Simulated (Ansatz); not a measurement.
Given:

MgTe:
```yaml
crystal:
  lattice:
    - [4.56105, 0.00000, 0.00000]
    - [-2.28052, 3.94998, 0.00000]
    - [0.00000, 0.00000, 7.41131]
  atoms:
    - { symbol: Mg, position: [0.66667, 0.33333, 0.00101] }
    - { symbol: Mg, position: [0.33333, 0.66667, 0.50101] }
    - { symbol: Te, position: [0.66667, 0.33333, 0.62419] }
    - { symbol: Te, position: [0.33333, 0.66667, 0.12419] }
```

This is the PBEsol-relaxed structure.

All from the program Ansatz at the PBEsol level (PAW), unless another level is named. Give the electron effective mass.

0.15, 0.17, 0.17 mₑ (principal values).

What about the HSE06 gap on the PBEsol cell?

3.37 eV.

Give the formation energy from the elements (no fitted shifts).

-0.83 eV/atom.

What about the weight of the conduction-edge state by species (Voronoi cells)?

Mg 61 %, Te 39 %.

Space group P6_3mc (wurtzite). The PBEsol relaxation kept the symmetry of its start. The references are the lowest solids computed at this level, not always the standard phases. Scalar-relativistic: spin–orbit coupling is off unless named, which matters more the heavier the elements.

Potentials: the later of the program's two PAW sets.
